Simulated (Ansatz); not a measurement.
The cell below belongs to a search over invented structures; it isn't taken from experiment.

Input and command of a plane-wave DFT calculation in Ansatz:

```yaml
crystal:
  lattice:
    - [4.5053645719, 0.0, 0.0]
    - [-2.2526822859, 3.9017601726, 0.0]
    - [0.0, 0.0, 6.2200563492]
  atoms:
    - { symbol: Li, position: [0.3333333333, 0.6666666667, 0.5] }
    - { symbol: Li, position: [0.6666666667, 0.3333333333, 0.5] }
    - { symbol: Hf, position: [0.3333333333, 0.6666666667, 0.0] }
    - { symbol: Hf, position: [0.6666666667, 0.3333333333, 0.0] }
    - { symbol: O, position: [0.0, 0.0, 0.5] }
basis:
  ecutwfc: 420
kpoints:
  mp_grid: { grid: [12, 12, 6] }
hamiltonian:
  xc: pbe
scf:
  occupations: { method: gaussian, width: 0.1 }
output:
  forces: true
  stress: true
  eigenvalues: true
relax:
  adjacent_minimum: "off"
  f_tol: 0.01
  max_steps: 80
  cell: { stress_tol: 0.05 }
```

```bash
ansatz run input.yaml --threads 1 --pin off --max-ram 2560MiB --backend cpu --events-out ev --progress --plain --runs-dir out
```

Processor: Intel(R) Xeon(R) Processor @ 2.50GHz (Skylake/Cascade Lake), 1 thread, on a host shared with other jobs.

Problem. Estimate time, memory and problem size.

Solution. About 2.5 min, peak memory 0.57 GiB. It solves 39 bands at 76 k points (after reduction by symmetry) with about 2163 plane waves (on the last cell), in 30 SCF iterations over 4 ionic steps.
